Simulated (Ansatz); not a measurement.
TiNF:
```xyz
6
Lattice="3.0490 0.0000 0.0000 0.0000 3.9243 0.0000 0.0000 0.0000 5.7501" Properties=species:S:1:pos:R:3 pbc="T T T"
Ti     1.5245     0.0000     4.9341
Ti     0.0000     1.9622     0.8160
N      1.5245     1.9622     5.2857
N      0.0000     0.0000     0.4644
F      0.0000     0.0000     3.6063
F      1.5245     1.9622     2.1438
```

Relaxed with r²SCAN+D4. r²SCAN+D4 in the plane-wave PAW code Ansatz gives a gap of 0.93 eV.

Task: What gap does HSE06 give on the same cell (Ansatz, PAW)?

Result: 1.71 eV, 0.78 eV more. The hybrid was solved on a coarser mesh and at special points; the gap given is the minimum over both.

```
k  v1 r²SCAN+D4  c1 r²SCAN+D4  v1 HSE06  c1 HSE06
-  ------------  ------------  --------  --------
Γ          0.00          0.93      0.00      1.71
X         -1.70          2.20       ___       ___
Z          0.00          0.93      0.00      1.72
U         -1.67          2.25       ___       ___
Y         -2.41          1.35       ___       ___
S         -2.76          2.22     -3.01      3.19
T         -2.62          1.49     -2.95      2.40
R         -2.84          2.15       ___       ___
```

Task: Top valence (v1) and lowest conduction level (c1) in eV from each method's valence maximum (which need not be a listed point): supply the withheld HSE06 values.

Result: 
- U, v1 HSE06: -1.81
- U, c1 HSE06: 3.13
- R, v1 HSE06: -3.10
- R, c1 HSE06: 3.10
- Y, v1 HSE06: -2.70
- Y, c1 HSE06: 2.25
- X, v1 HSE06: -1.84
- X, c1 HSE06: 3.03

Cost on shared cores: the r²SCAN+D4 run (SCF on a 9×7×5 mesh, then bands and DOS) about 90 core-seconds (a rough figure), the HSE06 run (SCF on 5×4×3, then a few points) around 3 core-minutes (rough); the tasks are unlike.

Space group Pmmn. The first step of the workflow began from a Materials Project structure, measured or hypothetical; the Crystallography Open Database copy checked does not list it. Whether it is the stable phase at ambient conditions was not checked. The r²SCAN+D4 relaxation kept the symmetry of its start; whether a distortion lowers the energy is not shown. No spin polarisation was allowed.

Potentials: the later of the program's two PAW sets.
